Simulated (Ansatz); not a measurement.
Given:

LaZn:
```cif
data_LaZn
_chemical_formula_sum 'La1 Zn1'
_space_group_name_H-M_alt 'Pm-3m'
_space_group_IT_number 221
_space_group_name_Hall '-P 4 2 3'
_cell_length_a 3.75321
_cell_length_b 3.75321
_cell_length_c 3.75321
_cell_angle_alpha 90.000
_cell_angle_beta 90.000
_cell_angle_gamma 90.000
loop_
_atom_site_label
_atom_site_type_symbol
_atom_site_symmetry_multiplicity
_atom_site_Wyckoff_symbol
_atom_site_fract_x
_atom_site_fract_y
_atom_site_fract_z
_atom_site_occupancy
La1 La 1 a 0.00000 0.00000 0.00000 1
Zn1 Zn 1 b 0.50000 0.50000 0.50000 1
```

This is the r²SCAN-relaxed structure.

### Question
All from r²SCAN in the plane-wave PAW code Ansatz, unless another level is named. Predict the formation energy from the elements (no fitted shifts).

### Answer
-327 meV/atom.

### Question
Predict the density of states at the Fermi level.

### Answer
0.95 states/eV per atom (mean over ±0.08 eV).

The workflow started from a Materials Project entry (that database holds measured and hypothetical structures alike); the Crystallography Open Database files this formula in space group No. 221, but the cells were not matched. Its standing as an ambient phase is unchecked. The cell was relaxed with r²SCAN under the symmetry of its start; whether a distortion lowers the energy is not shown. The references are the lowest solids computed at this level, not always the standard phases. Spin–orbit coupling is left out wherever it is not named.

Potentials: the later of the program's two PAW sets.
